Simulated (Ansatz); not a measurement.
# Cd₄Te, before and after

The guess for Cd₄Te was made by a generator: random cell by space group and Wyckoff sites (Pm-3m, No. 221). The dimensions are guesses.

start:

Space group Pm-3m (No. 221). a = 5.361 Å, b = 5.361 Å, c = 5.361 Å, α = 90.00°, β = 90.00°, γ = 90.00°
| atom | site | symmetry | x | y | z |
| --- | --- | --- | --- | --- | --- |
| Cd | 3c | 4/mm.m | 0.0000 | 0.5000 | 0.5000 |
| Cd | 1a | m-3m | 0.0000 | 0.0000 | 0.0000 |
| Te | 1b | m-3m | 0.5000 | 0.5000 | 0.5000 |

The calculation used Ansatz 0.2.0, DFT PBE, scalar-relativistic, plane waves, PAW. Cutoff 420 eV, Gaussian smearing, Γ-centred meshes. Cell and atoms relax first on a coarse mesh and then on a finer one. In between, the cell is made exact in the group found at 0.06 Å. In metals the finer mesh still leaves noise of several meV/atom or more. The steps can't lower the symmetry of their start. No spin polarisation.

end:

Space group Pm-3m (No. 221). a = 5.818 Å, b = 5.818 Å, c = 5.818 Å, α = 90.00°, β = 90.00°, γ = 90.00°
```json
{"atom": "Cd", "site": "3c", "symmetry": "4/mm.m", "x": "0.0000", "y": "0.5000", "z": "0.5000"}
{"atom": "Cd", "site": "1a", "symmetry": "m-3m", "x": "0.0000", "y": "0.0000", "z": "0.0000"}
{"atom": "Te", "site": "1b", "symmetry": "m-3m", "x": "0.5000", "y": "0.5000", "z": "0.5000"}
```

The symmetry stays Pm-3m (No. 221). The volume per atom grows by 27.8 %, from 30.8 to 39.4 Å³. The shortest distance goes from 2.68 Å (Cd–Te) to 2.91 Å (Cd–Te). The energy falls by about 0.24 eV/atom (the start's value is from the coarse mesh).

* Volume per atom: 39.39 Å³
* Density: 4.87 g/cm³
* Formation energy: +0.37 eV/atom
* Gap on the 6×6×6 mesh of the 5-atom cell: 0 eV (a metal)

Energies over the elements count from the elements' standard structures at the same level, with no fitted energy shifts. It can't be a ground state, since the elements alone are lower.

The last run used Gaussian smearing of 0.10 eV. These runs have no spin–orbit coupling, which can matter for Te. The reference form of Te is held partly by dispersion forces, which this level lacks. Symmetry constrained the relaxation, so the result can be a saddle point. In all, the 4 runs took 2.9 min on 1 thread of Intel(R) Xeon(R) Processor @ 2.70GHz (shared host). Another cell of Cd4Te relaxed alike, in I4/m, lies 0.32 eV/atom lower, so this cell isn't the stable form at this level.
